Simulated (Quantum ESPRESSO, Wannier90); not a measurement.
Li$_{2}$Se (anti-fluorite), plane waves to Wannier functions

Materials Project entry mp-2286; symmetrised, unrelaxed at this level. COD (Crystallography Open Database) has an entry of this formula and space group (matched by these alone). Computed values, not measurements, from PBE: Quantum ESPRESSO (norm-conserving PseudoDojo potentials, cutoff 69 Ry, no spin polarisation, no spin-orbit coupling) on a Γ-centred 10×10×10 mesh, then Wannier90. Density: 10×10×10 mesh, cold smearing 0.01 Ry. Spin-orbit coupling, left out, would split the p-like bands by a few tenths of an eV.

Input w.win:

```
num_bands = 21
num_wann = 12
exclude_bands = 1-7
num_iter = 0
conv_tol = 1.0e-6
conv_window = 4
dis_num_iter = 1000
dis_conv_tol = 1.0e-6
dis_froz_max = 8.28
write_hr = true
write_u_matrices = true
begin projections
Li: s;p
Se: s;p
end projections
begin unit_cell_cart
ang
    0.0000000000    2.9760450000    2.9760450000
    2.9760450000    0.0000000000    2.9760450000
    2.9760450000    2.9760450000    0.0000000000
end unit_cell_cart
begin atoms_frac
Li  -0.2500000000 -0.2500000000 -0.2500000000
Li   0.2500000000  0.2500000000  0.2500000000
Se   0.0000000000  0.0000000000  0.0000000000
end atoms_frac
mp_grid = 10 10 10
begin kpoints
0.0000000000 0.0000000000 0.0000000000
0.0000000000 0.0000000000 0.1000000000
0.0000000000 0.0000000000 0.2000000000
... (997 more lines: the 10x10x10 mesh through Gamma)
end kpoints
```

On the energy scale of pw.x, whose zero is arbitrary, the valence-band maximum lies at 3.82 eV. Lines of w_hr.dat (R1 R2 R3 m n Re Im, eV) for R = 0 and one of the shortest lattice vectors, rounded to 0.01 eV, lines under 0.02 eV left out; orbitals in order: Li1 s, Li1 pz, Li1 px, Li1 py, Li2 s, Li2 pz, Li2 px, Li2 py, Se3 s, Se3 pz, Se3 px, Se3 py.

```
    0    0    0    1    1    11.36     0.00
    0    0    0    5    1    -0.45     0.00
    0    0    0    6    1     0.31     0.00
    0    0    0    7    1     0.31     0.00
    0    0    0    8    1     0.31     0.00
    0    0    0    9    1    -0.84     0.00
    0    0    0   10    1     1.04     0.00
    0    0    0   11    1     1.04     0.00
    0    0    0   12    1     1.04     0.00
    0    0    0    2    2    12.64     0.00
    0    0    0    5    2    -0.31     0.00
    0    0    0    6    2     0.23     0.00
    0    0    0    7    2     0.22     0.00
    0    0    0    8    2     0.22     0.00
    0    0    0    9    2    -0.93     0.00
    0    0    0   10    2     0.53     0.00
    0    0    0   11    2     0.97     0.00
    0    0    0   12    2     0.97     0.00
    0    0    0    3    3    12.64     0.00
    0    0    0    5    3    -0.31     0.00
    0    0    0    6    3     0.22     0.00
    0    0    0    7    3     0.23     0.00
    0    0    0    8    3     0.22     0.00
    0    0    0    9    3    -0.93     0.00
    0    0    0   10    3     0.97     0.00
    0    0    0   11    3     0.53     0.00
    0    0    0   12    3     0.97     0.00
    0    0    0    4    4    12.64     0.00
    0    0    0    5    4    -0.31     0.00
    0    0    0    6    4     0.22     0.00
    0    0    0    7    4     0.22     0.00
    0    0    0    8    4     0.23     0.00
    0    0    0    9    4    -0.93     0.00
    0    0    0   10    4     0.97     0.00
    0    0    0   11    4     0.97     0.00
    0    0    0   12    4     0.53     0.00
    0    0    0    1    5    -0.45     0.00
    0    0    0    2    5    -0.31     0.00
    0    0    0    3    5    -0.31     0.00
    0    0    0    4    5    -0.31     0.00
    0    0    0    5    5    11.36     0.00
    0    0    0    9    5    -0.84     0.00
    0    0    0   10    5    -1.04     0.00
    0    0    0   11    5    -1.04     0.00
    0    0    0   12    5    -1.04     0.00
    0    0    0    1    6     0.31     0.00
    0    0    0    2    6     0.23     0.00
    0    0    0    3    6     0.22     0.00
    0    0    0    4    6     0.22     0.00
    0    0    0    6    6    12.64     0.00
    0    0    0    9    6     0.93     0.00
    0    0    0   10    6     0.53     0.00
    0    0    0   11    6     0.97     0.00
    0    0    0   12    6     0.97     0.00
    0    0    0    1    7     0.31     0.00
    0    0    0    2    7     0.22     0.00
    0    0    0    3    7     0.23     0.00
    0    0    0    4    7     0.22     0.00
    0    0    0    7    7    12.64     0.00
    0    0    0    9    7     0.93     0.00
    0    0    0   10    7     0.97     0.00
    0    0    0   11    7     0.53     0.00
    0    0    0   12    7     0.97     0.00
    0    0    0    1    8     0.31     0.00
    0    0    0    2    8     0.22     0.00
    0    0    0    3    8     0.22     0.00
    0    0    0    4    8     0.23     0.00
    0    0    0    8    8    12.64     0.00
    0    0    0    9    8     0.93     0.00
    0    0    0   10    8     0.97     0.00
    0    0    0   11    8     0.97     0.00
    0    0    0   12    8     0.53     0.00
    0    0    0    1    9    -0.84     0.00
    0    0    0    2    9    -0.93     0.00
    0    0    0    3    9    -0.93     0.00
    0    0    0    4    9    -0.93     0.00
    0    0    0    5    9    -0.84     0.00
    0    0    0    6    9     0.93     0.00
    0    0    0    7    9     0.93     0.00
    0    0    0    8    9     0.93     0.00
    0    0    0    9    9    -5.49     0.00
    0    0    0    1   10     1.04     0.00
    0    0    0    2   10     0.53     0.00
    0    0    0    3   10     0.97     0.00
    0    0    0    4   10     0.97     0.00
    0    0    0    5   10    -1.04     0.00
    0    0    0    6   10     0.53     0.00
    0    0    0    7   10     0.97     0.00
    0    0    0    8   10     0.97     0.00
    0    0    0   10   10     5.54     0.00
    0    0    0    1   11     1.04     0.00
    0    0    0    2   11     0.97     0.00
    0    0    0    3   11     0.53     0.00
    0    0    0    4   11     0.97     0.00
    0    0    0    5   11    -1.04     0.00
    0    0    0    6   11     0.97     0.00
    0    0    0    7   11     0.53     0.00
    0    0    0    8   11     0.97     0.00
    0    0    0   11   11     5.54     0.00
    0    0    0    1   12     1.04     0.00
    0    0    0    2   12     0.97     0.00
    0    0    0    3   12     0.97     0.00
    0    0    0    4   12     0.53     0.00
    0    0    0    5   12    -1.04     0.00
    0    0    0    6   12     0.97     0.00
    0    0    0    7   12     0.97     0.00
    0    0    0    8   12     0.53     0.00
    0    0    0   12   12     5.54     0.00
   -1    0    0    1    1     0.11     0.00
   -1    0    0    2    1    -0.07     0.00
   -1    0    0    3    1     0.03     0.00
   -1    0    0    4    1    -0.07     0.00
   -1    0    0   10    1    -0.02     0.00
   -1    0    0   12    1    -0.02     0.00
   -1    0    0    1    2     0.07     0.00
   -1    0    0    2    2     0.06     0.00
   -1    0    0    3    2     0.08     0.00
   -1    0    0    4    2    -0.12     0.00
   -1    0    0    1    3     0.03     0.00
   -1    0    0    2    3    -0.08     0.00
   -1    0    0    3    3    -0.14     0.00
   -1    0    0    4    3    -0.08     0.00
   -1    0    0    9    3     0.02     0.00
   -1    0    0   10    3    -0.04     0.00
   -1    0    0   12    3    -0.04     0.00
   -1    0    0    1    4     0.07     0.00
   -1    0    0    2    4    -0.12     0.00
   -1    0    0    3    4     0.08     0.00
   -1    0    0    4    4     0.06     0.00
   -1    0    0    1    5    -0.77     0.00
   -1    0    0    3    5    -1.24     0.00
   -1    0    0    5    5     0.11     0.00
   -1    0    0    6    5    -0.07     0.00
   -1    0    0    7    5    -0.03     0.00
   -1    0    0    8    5    -0.07     0.00
   -1    0    0    9    5    -0.84     0.00
   -1    0    0   10    5     1.04     0.00
   -1    0    0   11    5    -1.04     0.00
   -1    0    0   12    5     1.04     0.00
   -1    0    0    2    6    -0.54     0.00
   -1    0    0    4    6     0.47     0.00
   -1    0    0    5    6     0.07     0.00
   -1    0    0    6    6     0.06     0.00
   -1    0    0    7    6    -0.08     0.00
   -1    0    0    8    6    -0.12     0.00
   -1    0    0    9    6    -0.93     0.00
   -1    0    0   10    6     0.53     0.00
   -1    0    0   11    6    -0.97     0.00
   -1    0    0   12    6     0.97     0.00
   -1    0    0    1    7     1.24     0.00
   -1    0    0    3    7     1.96     0.00
   -1    0    0    5    7    -0.03     0.00
   -1    0    0    6    7     0.08     0.00
   -1    0    0    7    7    -0.14     0.00
   -1    0    0    8    7     0.08     0.00
   -1    0    0    9    7     0.93     0.00
   -1    0    0   10    7    -0.97     0.00
   -1    0    0   11    7     0.53     0.00
   -1    0    0   12    7    -0.97     0.00
   -1    0    0    2    8     0.47     0.00
   -1    0    0    4    8    -0.54     0.00
   -1    0    0    5    8     0.07     0.00
   -1    0    0    6    8    -0.12     0.00
   -1    0    0    7    8    -0.08     0.00
   -1    0    0    8    8     0.06     0.00
   -1    0    0    9    8    -0.93     0.00
   -1    0    0   10    8     0.97     0.00
   -1    0    0   11    8    -0.97     0.00
   -1    0    0   12    8     0.53     0.00
   -1    0    0    1    9    -0.84     0.00
   -1    0    0    2    9     0.93     0.00
   -1    0    0    3    9    -0.93     0.00
   -1    0    0    4    9     0.93     0.00
   -1    0    0    7    9    -0.02     0.00
   -1    0    0   10    9    -0.03     0.00
   -1    0    0   12    9    -0.03     0.00
   -1    0    0    1   10    -1.04     0.00
   -1    0    0    2   10     0.53     0.00
   -1    0    0    3   10    -0.97     0.00
   -1    0    0    4   10     0.97     0.00
   -1    0    0    5   10     0.02     0.00
   -1    0    0    7   10    -0.04     0.00
   -1    0    0    9   10     0.03     0.00
   -1    0    0   10   10    -0.10     0.00
   -1    0    0   12   10    -0.09     0.00
   -1    0    0    1   11     1.04     0.00
   -1    0    0    2   11    -0.97     0.00
   -1    0    0    3   11     0.53     0.00
   -1    0    0    4   11    -0.97     0.00
   -1    0    0   11   11    -0.08     0.00
   -1    0    0    1   12    -1.04     0.00
   -1    0    0    2   12     0.97     0.00
   -1    0    0    3   12    -0.97     0.00
   -1    0    0    4   12     0.53     0.00
   -1    0    0    5   12     0.02     0.00
   -1    0    0    7   12    -0.04     0.00
   -1    0    0    9   12     0.03     0.00
   -1    0    0   10   12    -0.09     0.00
   -1    0    0   12   12    -0.10     0.00
```
